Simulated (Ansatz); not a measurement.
# K2MnAlC6N6 (Fm-3m) at 2 levels of theory

One geometry, relaxed with PBE; plane waves with PAW potentials in Ansatz, scalar-relativistic. No spin polarisation. Gaps are the least over mesh and band path; pressure is positive in compression.

```xyz
16
Lattice="0.0000 5.0441 5.0441 5.0441 0.0000 5.0441 5.0441 5.0441 0.0000" Properties=species:S:1:pos:R:3 pbc="T T T"
K     2.5221    2.5221    2.5221
K     7.5662    7.5662    7.5662
Mn    0.0000    0.0000    0.0000
Al    5.0441    5.0441    5.0441
C     1.8909    5.0441    5.0441
C     5.0441    1.8909    5.0441
C     5.0441    5.0441    1.8909
C     8.1973    5.0441    5.0441
C     5.0441    8.1973    5.0441
C     5.0441    5.0441    8.1973
N     3.0754    5.0441    5.0441
N     5.0441    3.0754    5.0441
N     5.0441    5.0441    3.0754
N     7.0129    5.0441    5.0441
N     5.0441    7.0129    5.0441
N     5.0441    5.0441    7.0129
```

```tsv
level	cutoff (eV)	k mesh	gap (eV)	pressure (GPa)
PBE	420	4×4×4	2.85	0.0
```

Problem. What comes out on the same cell with r2SCAN?

Solution.
```tsv
level	cutoff (eV)	k mesh	gap (eV)	pressure (GPa)
r2SCAN	500	4×4×4	3.23	-2.4
```

It was reached by relaxing an invented guess, and it needn't be the stable form of this composition.
